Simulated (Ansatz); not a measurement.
One crystal and one scan (energy against volume) at two levels, PBE (plane waves to 420 eV, PAW, scalar-relativistic; Ansatz, a first-principles code) and r2SCAN (plane waves to 500 eV, PAW, scalar-relativistic; Ansatz), each from its own relaxed cell and on its own mesh. The cell shown is that of PBE.

SiC (4H type, space group P6_3mc)

```
SiC
1.0
    3.09412     0.00000     0.00000
   -1.54706     2.67959     0.00000
    0.00000     0.00000    10.12917
Si C
4 4
Direct
  0.00000   0.00000   0.00031
  0.00000   0.00000   0.50031
  0.66667   0.33333   0.75025
  0.33333   0.66667   0.25025
  0.00000   0.00000   0.81285
  0.00000   0.00000   0.31285
  0.66667   0.33333   0.56221
  0.33333   0.66667   0.06221
```

This relaxed cell (volume V₀) is scaled evenly in all directions, its shape held. The atoms relax within the cell's symmetry.

Energies are smeared free energies. SiC was relaxed with its symmetry unable to fall. The PAW data are Ansatz's earlier set. With the shape held, the modulus is that of even scaling; a crystal free to change shape is softer. Both scans cover V/V₀ from 0.940 to 1.060.

ΔE (meV/atom), each from the relaxed starting cell of its own level:

| V/V₀ | PBE | r2SCAN |
|---|---|---|
| 0.940 | 27.9 | 29.3 |
| 0.952 | 17.5 | withheld |
| 0.964 | 9.6 | 10.1 |
| 0.976 | 4.2 | 4.4 |
| 0.988 | 1.0 | 1.1 |
| 1.000 | 0.0 | 0.0 |
| 1.012 | 1.0 | 1.0 |
| 1.024 | 3.9 | 4.1 |
| 1.036 | 8.5 | 9.0 |
| 1.048 | 14.9 | 15.7 |
| 1.060 | 22.9 | 24.0 |

Task: Estimate the r2SCAN value at 0.952 from the PBE value there and the ratio of the two levels in the two nearest given rows on that side of the minimum.

Result: At 0.940 and 0.964 the ratio r2SCAN/PBE averages 1.051, which gives 1.051 × 17.5 = 18.4 meV/atom. The calculation gives 18.3 meV/atom, +4.6 % against PBE.

(A scan under strain: stresses follow from slopes of the energy per volume, elastic moduli from its curvatures.)
